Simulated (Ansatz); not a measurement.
# BaAgO₃: input and output

The input, for Ansatz 0.2.0 (plane waves, PAW):

```yaml
crystal:
  lattice:
    - [5.933218, 0.0, 0.0]
    - [-2.966609, 5.138319, 0.0]
    - [0.0, 0.0, 5.007911]
  atoms:
    - { symbol: Ba, position: [0.3333, 0.6667, 0.75] }
    - { symbol: Ba, position: [0.6666, 0.3333, 0.25] }
    - { symbol: O, position: [0.158, 0.316, 0.25] }
    - { symbol: O, position: [0.842, 0.158, 0.75] }
    - { symbol: O, position: [0.684, 0.842, 0.25] }
    - { symbol: O, position: [0.842, 0.684, 0.75] }
    - { symbol: O, position: [0.158, 0.842, 0.25] }
    - { symbol: O, position: [0.316, 0.158, 0.75] }
    - { symbol: Ag, position: [0.0, 0.0, 0.0] }
    - { symbol: Ag, position: [0.0, 0.0, 0.5] }
  symmetry: { tolerance: 0.0003 }
kpoints:
  mp_grid: { grid: [7, 7, 7], shift: [0, 0, 0] }
  band_path:
    path:
      - [0.0, 0.0, 0.0]
      - [0.49999995, 7.0e-08, 0.0]
      - [0.3333333, 0.33333344, 0.0]
      - [0.0, 0.0, 0.0]
      - [0.0, 0.0, 0.5]
      - [0.49999995, 7.0e-08, 0.5]
      - [0.3333333, 0.33333344, 0.5]
      - [0.0, 0.0, 0.5]
      - [0.49999995, 7.0e-08, 0.5]
      - [0.49999995, 7.0e-08, 0.0]
      - [0.3333333, 0.33333344, 0.5]
    npoints: 6
magnetization:
  spin_polarized: false
scf:
  occupations: { method: fermi_dirac }
  lower_state_search: "off"
  max_iter: 200
hamiltonian:
  pseudopotentials: { kind: paw }
  xc: r2scan
basis:
  ecutwfc: 500
  fft_grid_basis: typed
output:
  forces: true
  stress: true
  eigenvalues: true
  bader: true
  populations: true
  elf: true
  write_potential: true
  volumetric_format: npy
  dos:
    e_range: [-12, 8]
    de: 0.05
    projected: { site_lists: { Ag: [Ag], Ba: [Ba], O: [O] } }
checkpoint:
  read: saved_state
```

The run starts from an earlier solution of this cell. 

Excerpt of what it printed:

```
SCF iter   1: F=-30543.1537 eV  Δρ=1.70e-3  dr2=2.38e-3  dr2_τ=1.36e-3
SCF iter   2: F=-30543.1547 eV  Δρ=6.73e-4  dr2=1.03e-3  dr2_τ=1.91e-5
SCF iter   3: F=-30543.1551 eV  Δρ=5.04e-4  dr2=4.94e-4  dr2_τ=7.86e-6
SCF iter   4: F=-30543.1554 eV  Δρ=2.40e-4  dr2=9.93e-5  dr2_τ=2.66e-6
SCF iter   5: F=-30543.1553 eV  Δρ=1.00e-4  dr2=1.22e-5  dr2_τ=7.08e-7
SCF iter   6: F=-30543.1553 eV  Δρ=3.31e-5  dr2=1.35e-6  dr2_τ=9.26e-8
SCF iter   7: F=-30543.1553 eV  Δρ=3.99e-6  dr2=1.65e-8  dr2_τ=2.46e-9
Free energy (F): -30543.1553 eV
Harris-Foulkes:  -30543.1553 eV  (|F-HF|=4.88e-9)
Internal energy: -30542.8412 eV  (E = F + TS)
E sigma→0 (E₀):  -30542.9982 eV
Entropy (-TS):   -0.3141 eV (-31.410 meV/atom)
Fermi energy:    9.9659 eV
--- Per-component energies (eV) ---
  E_band       = -846.8329
  E_kinetic    = 2434.6213
  E_local      = -11122.5852  (includes V_loc(G=0)·N_el)
  E_nonlocal   = 556.6120
  E_hartree    = 4885.4195
  E_xc         = -1111.9244
  E_vxc        = -1456.0781  (∫ρ·V_xc dr)
  E_paw        = -19293.6290  (= ΣΔE_a)
  E_vpaw       = -1123.7200  (= ΣTr[D̂ρ^β])
  E_aug_tail   = 0.0061  (compensation charges beyond the density's cutoff)
  E_vtau       = 93.4636  (kinetic-family band-sum trace: ∫τ·v_τ [+ j·A + Jᵃ·Aᵃ] dr)
  E_ewald      = -6890.2919
  E_core_change = -1.0694  (= ΣΔE_core)
  E_smearing   = -0.3141  (= −TS)
--- Forces (eV/Å), atoms counted from 1 ---
  atom   1  Ba     0.0000     0.0000     0.0000
  atom   2  Ba     0.0000     0.0000     0.0000
  atom   3  O      0.0000     0.9185     0.0000
  atom   4  O     -0.7954     0.4592     0.0000
  atom   5  O     -0.7954    -0.4592     0.0000
  atom   6  O      0.0000    -0.9185     0.0000
  atom   7  O      0.7954    -0.4592     0.0000
  atom   8  O      0.7954     0.4592     0.0000
  atom   9  Ag     0.0000     0.0000     0.0000
  atom  10  Ag     0.0000     0.0000     0.0000
--- Stress (GPa, compression-positive) ---
        0.1288       0.0000       0.0000
        0.0000       0.1288       0.0000
        0.0000       0.0000      12.3426
  P = ⅓ Tr σ = 4.2001 GPa (42.001 kbar)
--- Bader charges: 10 sites ---
  site symbol  charge [e]  shift [e]
     0     Ba      1.6540     0.0000
     1     Ba      1.6540     0.0000
     2      O     -0.9874     0.0004
     3      O     -0.9875     0.0004
     4      O     -0.9874     0.0004
     5      O     -0.9874     0.0004
     6      O     -0.9875     0.0004
     7      O     -0.9874     0.0004
     8     Ag      1.3083     0.0013
     9     Ag      1.3084     0.0013
```

Origin: a known structure type with other elements, at an estimated volume, so it need not be a known compound. Caveats: many states at the Fermi level without spin polarisation, so a magnetic state may lie lower.
